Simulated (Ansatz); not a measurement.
The following input was run with Ansatz 0.2.0.

```yaml
crystal:
  lattice:
    - [3.3276276689, 0.0, 0.0]
    - [-1.6638138344, 2.8818100956, 0.0]
    - [0.0, 0.0, 14.32333]
  atoms:
    - { symbol: Mo, position: [0.0, 0.0, 0.5], spin: 1.0 }
    - { symbol: W, position: [0.33333333, 0.66666667, 0.0] }
    - { symbol: Se, position: [0.0, 0.0, 0.117431] }
    - { symbol: Se, position: [0.33333333, 0.66666667, 0.383183] }
    - { symbol: Se, position: [0.33333333, 0.66666667, 0.616817] }
    - { symbol: Se, position: [0.0, 0.0, 0.882569] }
basis:
  ecutwfc: 500
kpoints:
  mp_grid: { grid: [6, 6, 2] }
hamiltonian:
  xc: r2scan
scf:
  occupations: { method: gaussian, width: 0.1 }
  lower_state_search: "off"
output:
  forces: true
  stress: true
  eigenvalues: true
  populations: true
magnetization:
  spin_polarized: true
```

It can be run as
```bash
ansatz run input.yaml --threads 1 --pin off --backend cpu --events-out ev --progress --plain --runs-dir out  # memory cap (--max-ram) not shown
```

These are results of DFT r2SCAN, scalar-relativistic, plane waves, PAW (Ansatz), not measurements.

Abridged output (final results; tables in files aren't shown):

```
WARN: the starting moments were not kept: the SCF closed with an absolute magnetisation of 1.7e-5 μB, where they sum to 1 μB in size (1 site). That is at most 0.1 of that sum. Measured as dr2_m measures the in/out step, that magnetisation stands 3.6e-11 eV from none, at or under the dr2_threshold of 1.0e-7 eV: it is no larger than a step whose dr2_m would equal this threshold. The system may hold no moment; this SCF shows only that its start led to no more than that. To try another start: raise the starting moments (crystal.atoms[].spin, magnetization.per_species, magnetization.initial_magnetization, or on a non-collinear deck that types none of these the spinor_matrix: blocks that start its ...
SCF 1 converged in 17 iterations: F = -37281.456440 eV  dr2 = 2.95e-10
this state was not tested for a lower state beside it, because the mixer in use, unlike msr1, does not test its closes by its own steps (another_mixer; see scf.mixing.algorithm and scf.lower_state_search)
SCF converged after 17 iterations
Magnetization: 0.0000 μB (46.0000 up, 46.0000 down)
Absolute magnetization: 0.0000 μB (∫|ρ↑−ρ↓|, with the PAW one-centre terms)
Spin contamination: 0.0000 ħ² per cell (⟨S²⟩ above its minimum at these occupations)
Per-site moments (μB) at R_I (Å): [(7.01740296e-6, 1.05091706), (-2.17674580e-7, 1.05330316), (1.08267257e-7, 1.05330316), (-2.11248622e-6, 1.05091706), (-2.11248622e-6, 1.05091706), (1.08267256e-7, 1.05330316)]
Free energy (F): -37281.456440 eV
Harris-Foulkes:  -37281.456440 eV  (|F-HF|=2.98e-10)
Internal energy: -37281.456440 eV  (E = F + TS)
E sigma→0 (E₀):  -37281.456440 eV
Fermi energy:    10.869638 eV
--- Per-component energies (eV) ---
  E_band       = -1924.081710
  E_kinetic    = 1364.813584
  E_local      = -13774.510614  (includes V_loc(G=0)·N_el)
  E_nonlocal   = -2235.709230
  E_hartree    = 6530.459024
  E_xc         = -820.505360
  E_vxc        = -938.693477  (∫ρ·V_xc dr)
  E_paw        = -19511.375507  (= ΣΔE_a)
  E_vpaw       = 547.999392  (= ΣTr[D̂ρ^β])
  E_aug_tail   = -0.000899  (compensation charges beyond the density's cutoff)
  E_vtau       = 51.100760  (kinetic-family band-sum trace: ∫τ·v_τ [+ j·A + Jᵃ·Aᵃ] dr)
  E_ewald      = -8826.759204
  E_core_change = -7.868233  (= ΣΔE_core)
  E_smearing   =  0.000000  (= −TS)
--- Forces (eV/Å), atoms counted from 1 ---
  atom   1  Mo     0.00000000     0.00000000     0.00000000
  atom   2  W      0.00000000     0.00000000     0.00000000
  atom   3  Se     0.00000000     0.00000000    -0.41039395
  atom   4  Se     0.00000000     0.00000000     0.33798124
  atom   5  Se     0.00000000     0.00000000    -0.33798124
  atom   6  Se     0.00000000     0.00000000     0.41039395
--- Stress (GPa, compression-positive) ---
       -1.743572       0.000000       0.000000
        0.000000      -1.743572       0.000000
        0.000000       0.000000      -3.453968
  P = ⅓ Tr σ = -2.3137 GPa (-23.137 kbar)
--- Band table (eV; the first three rows and the last of 28) ---
  k-point 0 ↑: bands = ["-65.7544", "-52.8376", "-38.2232", "-38.2232", "-38.2228", "-38.2228", "-38.1843", "-38.1843", "-38.1833", "-38.1833", "-38.1683", "-38.1671", "-38.1671", "-38.1664", "-38.1664", "-38.1660", "-38.1363", "-38.1363", "-38.1351", "-38.1351", "-38.1228", "-38.1205", "-29.3641", "-29.2599", "-29.2599", "-26.2275", "-26.0697", "-26.0697", "-5.0598", "-4.7274", "-3.8064", "-3.6599", "3.7888", "4.5190", "7.4015", "7.7603", "7.7603", "7.7676", "7.7676", "8.7181", "8.7564", "8.7564", "8.8958", "8.8958", "9.5319", "10.2003", "12.9309", "12.9309", "13.1413", "13.1413", "13.2412", "13.2412", "13.3772", "13.3772", "15.3514", "16.3206"]
  k-point 1 ↑: bands = ["-65.7544", "-52.8376", "-38.2232", "-38.2232", "-38.2228", "-38.2228", "-38.1843", "-38.1843", "-38.1833", "-38.1833", "-38.1683", "-38.1671", "-38.1671", "-38.1664", "-38.1664", "-38.1660", "-38.1363", "-38.1363", "-38.1351", "-38.1351", "-38.1228", "-38.1205", "-29.3642", "-29.2600", "-29.2600", "-26.2275", "-26.0697", "-26.0697", "-5.0572", "-4.7335", "-3.7736", "-3.6896", "3.8568", "4.4072", "7.7609", "7.7609", "7.7670", "7.7670", "7.9172", "8.0181", "8.7567", "8.7567", "8.8955", "8.8955", "9.8990", "10.0584", "12.9304", "12.9304", "13.1418", "13.1418", "13.2434", "13.2434", "13.3749", "13.3749", "15.5262", "16.1478"]
  k-point 2 ↑: bands = ["-65.7520", "-52.8320", "-38.2230", "-38.2229", "-38.2221", "-38.2217", "-38.1845", "-38.1844", "-38.1839", "-38.1834", "-38.1678", "-38.1668", "-38.1666", "-38.1659", "-38.1655", "-38.1654", "-38.1365", "-38.1365", "-38.1358", "-38.1352", "-38.1223", "-38.1200", "-29.3526", "-29.3154", "-29.2728", "-26.2135", "-26.1330", "-26.0841", "-4.6580", "-4.3592", "-3.5996", "-3.4643", "4.2879", "4.9563", "6.6961", "6.8787", "6.9078", "7.4283", "8.1156", "8.1376", "8.2222", "8.3069", "8.6483", "9.1408", "9.4586", "9.7696", "12.1049", "12.4795", "12.6246", "12.6603", "12.9526", "12.9755", "13.4030", "13.8269", "16.6541", "17.7535"]
  k-point 13 ↓: bands = ["-65.7435", "-52.8124", "-38.2212", "-38.2203", "-38.2202", "-38.2201", "-38.1860", "-38.1851", "-38.1844", "-38.1839", "-38.1661", "-38.1654", "-38.1641", "-38.1640", "-38.1638", "-38.1636", "-38.1383", "-38.1373", "-38.1363", "-38.1362", "-38.1206", "-38.1181", "-29.4242", "-29.3999", "-29.3122", "-26.2587", "-26.2269", "-26.1641", "-2.7958", "-2.6982", "-2.6557", "-2.5853", "4.7647", "4.8320", "4.8631", "5.3475", "5.7772", "5.9517", "6.2905", "6.4048", "6.8557", "6.9816", "7.7344", "7.7376", "9.9938", "10.2134", "11.5207", "11.8630", "12.7211", "13.1569", "13.1872", "13.8055", "14.4608", "15.2239", "16.5283", "16.8551"]
--- Löwdin populations: 6 sites ---
  site symbol q [e]    m [muB]
     0     Mo     13.6929     0.0000
     1      W     13.5513     0.0000
     2     Se     16.1210     0.0000
     3     Se     16.0703     0.0000
     4     Se     16.0703     0.0000
     5     Se     16.1210     0.0000
  spilling = 0.004058 (of n_electrons = 92.000000)
```

Self-consistency was reached.

The k mesh is coarse. Spin-orbit coupling is left out, which matters for the bands of heavy elements. The cell holds layers, and r2SCAN describes their binding at middle range but leaves out its long-range dispersion part.